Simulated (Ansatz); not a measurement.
Recipe of this trial structure of KYZnC6N6: cyanide-bridged rock-salt net of two metals, 1 guest cations a cell (F-43m, No. 216). Its size is a rough estimate.

Space group F-43m (No. 216). a = 10.594 Å, b = 10.594 Å, c = 10.594 Å, α = 90.00°, β = 90.00°, γ = 90.00°
```
atom  site  symmetry       x       y       z
   K    4c      -43m  0.2500  0.2500  0.2500
   Y    4b      -43m  0.5000  0.0000  0.0000
  Zn    4a      -43m  0.0000  0.0000  0.0000
   C   24f      2.mm  0.1810  0.0000  0.0000
   N   24f      2.mm  0.2914  0.0000  0.0000
```

Method: Ansatz, DFT PBE, scalar-relativistic, plane waves, PAW. Cutoff 420 eV, Gaussian smearing, Γ-centred meshes. Cell and atoms relax first on a coarse mesh and then on a converged one. In between, the cell is made exact in the group found at 0.06 Å. The steps can't lower the symmetry of their start. No spin polarisation.

A guess keeps its type if space group and coordination stay and the shape of the cell changes little (axis ratios within about 15 %, angles within 6°); the volume may change.

Q: Will the relaxed cell still be of the starting type?

A: It keeps its type. The symmetry stays F-43m (No. 216). The volume per atom grows by 28.4 %, from 19.8 to 25.4 Å³. The shortest distance stays 1.17 Å (C–N). Counting neighbours within 15 % of an atom's shortest distance, the start has C 1, K 24, N 1, Y 6, Zn 6 and the end C 1, K 24, N 1, Y 6, Zn 6.

The last run used a 4×4×4 mesh for its 15-atom cell and Gaussian smearing of 0.02 eV. A structure relaxed within its symmetry needn't be a true minimum.
